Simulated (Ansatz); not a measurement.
Values for one crystal, relaxed and computed with the program Ansatz at the r²SCAN level (PAW); other levels are named.

| Property | Value |
|---|---|
| Volume per atom | 15.77 Å³ |
| Electronic character | metallic (no gap) |
| Density of states at the Fermi level | 0.20 states/eV per atom (mean over ±0.08 eV) |
| Formation energy from the elements (no fitted shifts) | -0.28 eV/atom |

### Question
Which compound is it?
(A) Co8RuS8, Fm-3m (Co on 32f, Ru on 4b, S on 8c, S on 24e)
(B) Pd3S, Cmcm (Pd on 8g, Pd on 4b, S on 4c)
(C) LaGe2Pd2, I4/mmm (La on 2a, Ge on 4e, Pd on 4d)
(D) YAlSi, Cmcm (Y on 4c, Al on 4a, Si on 4c)

### Answer
B, Pd3S, Cmcm (Pd on 8g, Pd on 4b, S on 4c)

The workflow started from a Materials Project entry (that database holds measured and hypothetical structures alike); the Crystallography Open Database copy checked does not list it. Its standing as an ambient phase is unchecked. The cell was relaxed with r²SCAN under the symmetry of its start; its stability against distortions is not shown here. The run is not spin-polarised. The references are the lowest solids computed at this level, not always the standard phases. Scalar-relativistic: spin–orbit coupling is off unless named, which matters more the heavier the elements.

Potentials: the later of the program's two PAW sets.
